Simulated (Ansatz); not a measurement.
SiW (rock salt), relaxed with PBE (Ansatz, an electronic-structure program, plane waves, PAW): a = b = c = 5.026 Å, α = β = γ = 90.00°.

* **ΔH_f (eV/atom)**: 0.58
* **B₀ by P(V) fit (GPa)**: 188

Problem. The same phase is relaxed and computed with r²SCAN in the same code. What are the cell and these values now?

Solution. a = b = c = 4.998 Å, α = β = γ = 90.00°.

ΔH_f (eV/atom): 0.65
B₀ by P(V) fit (GPa): 199

Constructed cells (a structure type filled with these elements, in neither database checked): SiW, rock salt. All cells were relaxed under the symmetry of their starts (and spin orders); stability against distortions was not tested throughout. Rows with no word on spin ran without spin polarisation. Spin–orbit coupling is left out wherever it is not named.

Potentials: the later of the program's two PAW sets.

Ansatz is a plane-wave DFT program.

Formation energies count from the lowest solids of the elements computed at the same level, not from gases.
